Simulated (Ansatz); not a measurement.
**E(M) for FeSb (P63/mmc)**

Geometry: a structure as deposited in COD (the entry's cell lengths or inner coordinates differ somewhat from later room-temperature determinations); nothing is relaxed.

Common settings: LDA, 8×8×6 k mesh, Fermi–Dirac smearing of 0.1 eV. PAW means Ansatz 0.2.0 on its default frozen-core files; LAPW is all-electron LAPW in Ansatz 0.2.0. Site moments are integrated in spheres about the atoms, whose radii differ between the methods.

The reference run was typed so:

```yaml
crystal:
  lattice:
    - [4.06, 0.0, 0.0]
    - [-2.03, 3.5160631394, 0.0]
    - [0.0, 0.0, 5.13]
  atoms:
    - { symbol: Fe, position: [0.0, 0.0, 0.0], spin: 3.0 }
    - { symbol: Fe, position: [0.0, 0.0, 0.5], spin: 3.0 }
    - { symbol: Sb, position: [0.3333333333, 0.6666666667, 0.25] }
    - { symbol: Sb, position: [0.6666666667, 0.3333333333, 0.75] }
magnetization:
  spin_polarized: true
kpoints:
  mp_grid: { grid: [8, 8, 6] }
scf:
  occupations: { method: fermi_dirac, width: 0.1 }
  lower_state_search: "off"
hamiltonian:
  xc: lda
  pseudopotentials: { kind: paw }
output:
  forces: true
  stress: true
  eigenvalues: true
  populations: true
  dos: { projected: true, de: 0.1, e_range: [-8, 5] }
  write_density: true
  write_potential: true
  elf: true
  volumetric_format: npy
```

Command: `ansatz run input.yaml --threads 2 --pin off --max-ram 6144MiB --backend cpu --events-out ev --progress --plain --runs-dir out`

The input for «total moment held at 0.71 μB» by PAW differs from it in these lines, output keys apart:

```diff
-    - { symbol: Fe, position: [0.0, 0.0, 0.0], spin: 3.0 }
-    - { symbol: Fe, position: [0.0, 0.0, 0.5], spin: 3.0 }
+    - { symbol: Fe, position: [0.0, 0.0, 0.0], spin: 0.355 }
+    - { symbol: Fe, position: [0.0, 0.0, 0.5], spin: 0.355 }
+  initial_magnetization: 0.71
+  spin_locking: { lock_magnetization: hard }
```

The input for «total moment held at 1.99 μB» by LAPW differs from it in these lines, output keys apart:

```diff
-    - { symbol: Fe, position: [0.0, 0.0, 0.0], spin: 3.0 }
-    - { symbol: Fe, position: [0.0, 0.0, 0.5], spin: 3.0 }
+    - { symbol: Fe, position: [0.0, 0.0, 0.0], spin: 0.995 }
+    - { symbol: Fe, position: [0.0, 0.0, 0.5], spin: 0.995 }
+  initial_magnetization: 1.99
+  spin_locking: { lock_magnetization: hard }
-  pseudopotentials: { kind: paw }
+  pseudopotentials: { kind: all_electron, lapw: { basis_error: 0.001 } }
```

The total moment M of the cell is held by giving each spin its own Fermi level. Half their difference over μB is the field that would hold M, so μB·B = dF/dM. Energies count from each method's free run. The held moment starts on the atoms that carry the free run's moments.

The free PAW run: Site moments (μB): Fe1 1.50, Fe2 1.50, Sb3 -0.06, Sb4 -0.06. Cell moment 2.84 μB.

```csv
M (μB/cell),ΔF PAW (meV/cell),ΔF LAPW (meV/cell),"B, PAW (T)","largest site moment, PAW (μB)","pressure, PAW (GPa)"
0.00,+211.9,–,–,0.00,-15.8
0.71,+176.4,–,?,0.42,-15.7
1.42,+97.2,–,-2028,0.81,-15.2
1.99,+37.5,+36.5,-1479,1.10,-14.5
2.41,+9.8,–,-781,1.30,-13.7
3.12,+4.8,+5.3,+603,1.63,-11.9
3.40,+20.2,–,+1311,1.75,?
3.83,+67.7,+69.3,+2512,1.94,-9.4
```

**Question.** What belongs in the row "0.71", column "B, PAW (T)"?

**Answer.** -1600.

**Question.** Give the missing entry: row "3.40", column "pressure, PAW (GPa)".

**Answer.** -11.0.

Against an unpolarised PAW run, spin polarisation gains 53.0 meV per atom; the pressure goes from -15.8 to -12.7 GPa, the usual magnetovolume effect: the magnetic state wants the larger volume.

**Question.** Fit ΔF = E₀ + a₂M² + a₄M⁴ to the PAW points up to M = 3.40 μB, leaving out M = 1.42. What does the fit give, and how well does it predict the point left out?

**Answer.** E₀ = +206.1 meV, a₂ = -53.46 meV/μB², a₄ = +3.277 meV/μB⁴, with a worst miss of 8.5 meV. At M = 1.42 it gives +111.7 meV against the computed +97.2. Since a₂ < 0 the minimum lies at M₀ = √(−a₂/2a₄) = 2.86 μB, against 2.84 μB from the free run.

**Question.** Check μB·B = dF/dM between M = 1.42 and 1.99 μB with the PAW numbers.

**Answer.** ΔF/ΔM = -59.7 meV / 0.57 = -104.7 meV per μB, which is -1809 T with μB = 0.05788 meV/T. The mean of the two holding fields is -1753 T. The slope equals the mean of B over the step, so the two agree where B(M) is nearly straight between its ends, and here they lie within a tenth of each other.

Separate runs put a uniform field on the spins (g = 2):

```tsv
field (T)	M PAW (μB/cell)	M LAPW (μB/cell)
200	2.936	–
1000	3.282	–
3000	4.007	3.999
```

The rows needn't lie on one branch: at M = 0 the run is unmagnetised, so slopes across such rows needn't follow B.

The PAW files were made with PBE; the program remakes their cores once for the run's functional and then keeps them frozen. The Ansatz runs typed with the search for lower states off end where their start leads. Spin–orbit coupling is left out although heavy atoms are present. None of this fixes the real material's magnetic order: only patterns that fit the cell were computed, without spin fluctuations and on one mesh and smearing, with a functional that can overstate moments.
